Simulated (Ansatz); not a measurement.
# What internal relaxation does to the elastic constants of Si

All numbers below come from DFT LDA, scalar-relativistic, plane waves, PAW (Ansatz). Cutoff 420 eV, 8×8×8 k-points (Γ-centred), Fermi-Dirac smearing of 0.15 eV. No spin polarisation.

Equilibrium structure at this level:
```xyz
8
Lattice="-3.2825 3.2825 3.2825 3.2825 -3.2825 3.2825 3.2825 3.2825 -3.2825" Properties=species:S:1:pos:R:3 pbc="T T T"
Si    0.6727    0.6727    0.6727
Si   -0.6727    2.6098    0.6727
Si    0.6727   -0.6727    2.6098
Si    2.6098    0.6727   -0.6727
Si    2.6098    2.6098    2.6098
Si    0.6727    3.9551   -0.6727
Si   -0.6727    0.6727    3.9551
Si    3.9551   -0.6727    0.6727
```

In a metal, frequencies and elastic constants depend on the k mesh and the smearing, soft modes and shear constants most.

Clamped-ion constants (GPa, Voigt order; atoms follow the strain homogeneously):
```
205.2  54.8  54.8   0.0   0.0   0.0
 54.8 205.2  54.8   0.0   0.0   0.0
 54.8  54.8 205.2   0.0   0.0   0.0
  0.0   0.0   0.0  99.8   0.0   0.0
  0.0   0.0   0.0   0.0  99.8   0.0
  0.0   0.0   0.0   0.0   0.0  99.8
```

Task: What are the constants once the atoms relax in each strained cell?

Result:
```
175.4  52.1  52.1   0.0   0.0   0.0
 52.1 175.4  52.1   0.0   0.0   0.0
 52.1  52.1 175.4   0.0   0.0   0.0
  0.0   0.0   0.0  61.5   0.0   0.0
  0.0   0.0   0.0   0.0  61.5   0.0
  0.0   0.0   0.0   0.0   0.0  61.5
```
The Voigt shear modulus goes from 90.0 to 61.6 GPa and the Voigt bulk modulus from 104.9 to 93.2 GPa. Relaxation subtracts ΛᵀK⁻¹Λ/V, with Λ the forces that a strain puts on the atoms and K the zone-centre force constants. At a stable cell this can only lower the diagonal constants, and it acts only for strains that share their symmetry with an optical mode; elsewhere, and where the coupling is weak, the constants hardly move.

This form isn't the element's structure at ambient conditions. The bands overlap by little, and semilocal functionals make gaps too small, so the missing gap can be the functional's error and not a sign of a true metal.

Cost: 2 runs of about 17 core-minutes in all, on Intel Xeon 6975P-C (Granite Rapids), Intel Xeon Processor @ 2.50GHz (Skylake/Cascade Lake) (shared hosts).